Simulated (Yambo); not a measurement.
A G0W0@PBEsol run in Yambo for Rb₂NaYF₆ (space group Fm-3m, No. 225) (2×2×2 Γ-centred k mesh, bands 2 to 272 and a 7 Ry block in the screening, 272 bands in G with the Bruneval-Gonze terminator, plasmon pole fitted at 27.2 eV) gives these matrix elements, in eV, at the band edges (Γ → Γ):

```csv
state,E0,<Vxc>,<Σx>,<Σc(E0)>,Z
valence edge,0.000,-22.072,-29.833,4.770,0.809
conduction edge,6.324,-8.370,-4.143,-2.892,0.897
```

Problem. Solve the linearised quasiparticle equation for both states, give the gap, and say how exchange and correlation each act on it.

Solution. E = E0 + Z(Σx + Σc − Vxc). Valence: 0.000 + 0.809 × (-29.833 + (4.770) − (-22.072)) = -2.42 eV. Conduction: 6.324 + 0.897 × (-4.143 + (-2.892) − (-8.370)) = 7.52 eV. The gap is 9.94 eV, against 6.32 eV in PBEsol. Replacing Vxc by bare exchange alone would open it by 11.99 eV; correlation takes back 7.66 eV of that, and Z scales what is left. Nearest settings tried, and what they do to the gap: 132 bands in W: +132 meV. Not varied: bands in G, block, mesh. So the settings aren't converged at that level. The k mesh is coarse. 

Geometry of the Materials Project entry, not relaxed at this level; primitive cell a = 6.383 Å, b = 6.383 Å, c = 6.383 Å, α = 60.00°, β = 60.00°, γ = 60.00°.
